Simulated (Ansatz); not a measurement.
**Question.** Each is relaxed and computed with LDA in the plane-wave PAW code Ansatz. Which is the only one with a gap?
(A) WC, rock salt
(B) AlN, rock salt
(C) Ti3AlC, anti-perovskite
(D) TiC, rock salt

**Answer.** B, AlN, rock salt. AlN: gap 4.71 eV (indirect); WC: metal; Ti3AlC: metal; TiC: metal. Not the usual ambient phase: AlN, rock salt; WC, rock salt. Standing as an ambient phase not checked: Ti3AlC, anti-perovskite. All cells were relaxed under the symmetry of their starts (and spin orders); stability against distortions was not tested throughout. Named crystals with no word on spin ran without spin polarisation. Scalar-relativistic: spin–orbit coupling is off unless named, which matters more the heavier the elements.

Potentials: the earlier of the program's two PAW sets. The files were generated under PBE; for other functionals the program regenerates the frozen cores, and for LDA and PBEsol the local potential too.
